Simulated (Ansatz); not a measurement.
CsLiWO4:
```yaml
crystal:
  lattice:
    - [-2.95008, 2.95008, 4.07989]
    - [2.95008, -2.95008, 4.07989]
    - [2.95008, 2.95008, -4.07989]
  atoms:
    - { symbol: Cs, position: [0.00000, 0.00000, 0.00000] }
    - { symbol: Li, position: [0.75000, 0.25000, 0.50000] }
    - { symbol: W, position: [0.50000, 0.50000, 0.00000] }
    - { symbol: O, position: [0.60931, 0.44872, 0.30965] }
    - { symbol: O, position: [0.55128, 0.86093, 0.16059] }
    - { symbol: O, position: [0.13907, 0.29966, 0.69035] }
    - { symbol: O, position: [0.70034, 0.39069, 0.83941] }
```

Relaxed with PBEsol. Independent-particle spectrum: no excitons, no local fields, no scissors shift; 0.1 eV broadening; ε₁ of the summed bands alone.

Q: Tabulate the dielectric function from the program Ansatz at the PBEsol level (PAW).

A: 

| E (eV) | ε₁ xx | ε₂ xx | ε₁ zz | ε₂ zz |
|---|---|---|---|---|
| 0.0 | 3.06 | 0.00 | 3.04 | 0.00 |
| 0.3 | 3.06 | 0.00 | 3.04 | 0.00 |
| 0.6 | 3.07 | 0.00 | 3.05 | 0.00 |
| 0.9 | 3.08 | 0.00 | 3.07 | 0.00 |
| 1.2 | 3.10 | 0.00 | 3.09 | 0.00 |
| 1.5 | 3.13 | 0.00 | 3.11 | 0.00 |
| 1.8 | 3.17 | 0.00 | 3.15 | 0.00 |
| 2.1 | 3.21 | 0.00 | 3.19 | 0.00 |
| 2.4 | 3.26 | 0.00 | 3.24 | 0.00 |
| 2.7 | 3.33 | 0.00 | 3.30 | 0.00 |
| 3.0 | 3.41 | 0.00 | 3.38 | 0.00 |
| 3.3 | 3.51 | 0.00 | 3.48 | 0.00 |
| 3.6 | 3.63 | 0.00 | 3.59 | 0.00 |
| 3.9 | 3.79 | 0.00 | 3.75 | 0.00 |
| 4.2 | 4.00 | 0.00 | 3.95 | 0.00 |
| 4.5 | 4.30 | 0.00 | 4.23 | 0.00 |
| 4.8 | 4.78 | 0.00 | 4.67 | 0.00 |
| 5.1 | 5.77 | 0.03 | 5.55 | 0.02 |
| 5.4 | 8.64 | 2.26 | 8.23 | 1.76 |
| 5.7 | 3.70 | 6.71 | 3.84 | 6.23 |
| 6.0 | 1.42 | 2.67 | 2.24 | 2.72 |
| 6.3 | 2.60 | 2.64 | 1.98 | 3.40 |
| 6.6 | 2.69 | 2.14 | 2.54 | 1.66 |
| 6.9 | 4.39 | 2.30 | 3.81 | 2.28 |
| 7.2 | 1.27 | 3.87 | 3.00 | 3.70 |
| 7.5 | 2.05 | 1.90 | 2.19 | 1.73 |
| 7.8 | 2.63 | 1.78 | 2.76 | 2.55 |
| 8.1 | 3.10 | 2.00 | 2.66 | 2.28 |
| 8.4 | 3.59 | 2.60 | 3.44 | 2.45 |
| 8.7 | 2.78 | 3.08 | 3.71 | 2.82 |
| 9.0 | 4.24 | 3.70 | 3.34 | 4.34 |
| 9.3 | 1.02 | 5.86 | 2.37 | 4.97 |
| 9.6 | 0.99 | 4.43 | -0.05 | 4.55 |
| 9.9 | -0.43 | 3.85 | -0.16 | 4.39 |
| 10.2 | -0.69 | 3.01 | -1.23 | 3.15 |
| 10.5 | -0.74 | 1.77 | -0.70 | 1.43 |
| 10.8 | 0.35 | 1.19 | 0.34 | 0.97 |
| 11.1 | 0.77 | 1.79 | 0.86 | 1.68 |
| 11.4 | 0.80 | 1.36 | 0.99 | 1.42 |
| 11.7 | 0.92 | 1.62 | 1.56 | 2.02 |
| 12.0 | 0.67 | 1.78 | 0.61 | 2.35 |

Q: From ε at 6.3 eV (xx: 2.60 + 2.64i), find n, k, the normal reflectivity and the absorption coefficient.

A: n = 1.78, k = 0.743, R = 14 %, α = 2kE/ħc = 470000 cm⁻¹.

With all bands, ε∞ without local fields is 3.21 (xx = yy), 3.20 (zz). DFPT, with local fields, gives 2.59 (xx = yy), 2.60 (zz).

Space group I-4. The workflow started from a Materials Project entry (that database holds measured and hypothetical structures alike); the Crystallography Open Database copy checked does not list it. Its standing as an ambient phase is unchecked. Symmetry was held in the PBEsol relaxation; its stability against distortions is not shown here. The run is not spin-polarised. No Hubbard U is applied. Scalar-relativistic: spin–orbit coupling is off unless named, which matters more the heavier the elements.

Potentials: the later of the program's two PAW sets.
